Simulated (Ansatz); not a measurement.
AgI (wurtzite)

```xyz
4
Lattice="4.6852 0.0000 0.0000 -2.3426 4.0575 0.0000 0.0000 0.0000 7.6621" Properties=species:S:1:pos:R:3 pbc="T T T"
Ag     2.3426     1.3525     0.0004
Ag     0.0000     2.7050     3.8314
I      2.3426     1.3525     4.7900
I      0.0000     2.7050     0.9589
```

The slice is a (-1 1 0 2) plane (indices of the conventional cell) through the point (0.333, 0.667, 0.125) (fractional), spanned by u = [110] and v = [1 -1 1] in vectors of this cell: u (4.69 Å) and v (11.16 Å, at 90° to u). It covers one period; positions are fractions (u, v).

Method: PBE (plane waves to 420 eV, PAW, scalar-relativistic; Ansatz, an electronic-structure program). k mesh 8×8×5. These are valence fields of a PAW run, semicore shells included where kept as valence: close to a nucleus they are smooth pseudo fields. AgI was relaxed with its symmetry unable to fall. Spin-orbit coupling is left out, though I is heavy.

Task: Sketch the valence electron density on this plane as a map.

Result: 
```
v \ u  0.00  0.10  0.20  0.30  0.40  0.50  0.60  0.70  0.80  0.90
-----  ----  ----  ----  ----  ----  ----  ----  ----  ----  ----
0.88   -0.7  -0.7  -0.7  -0.2   0.8   1.1   0.8  -0.2  -0.7  -0.7
0.75   -2.2  -2.0  -1.5  -1.1  -0.7  -0.5  -0.7  -1.1  -1.5  -2.0
0.62   -2.2  -2.1  -1.9  -1.6  -1.4  -1.4  -1.4  -1.6  -1.9  -2.1
0.50   -0.6  -0.7  -0.9  -0.8  -0.4  -0.1  -0.4  -0.8  -0.9  -0.7
0.38   -0.2  -0.3  -0.6  -0.7  -0.5  -0.3  -0.5  -0.7  -0.6  -0.3
0.25   -1.5  -1.6  -1.8  -1.9  -2.0  -2.0  -2.0  -1.9  -1.8  -1.6
0.12   -0.7  -0.8  -1.1  -1.5  -2.0  -2.2  -2.0  -1.5  -1.1  -0.8
0.00    1.3   0.9  -0.1  -0.7  -1.1  -1.2  -1.1  -0.7  -0.1   0.9
```

Values: log₁₀ of the valence density in e/Å³. The scale is logarithmic, as a density can span decades between atoms and voids.
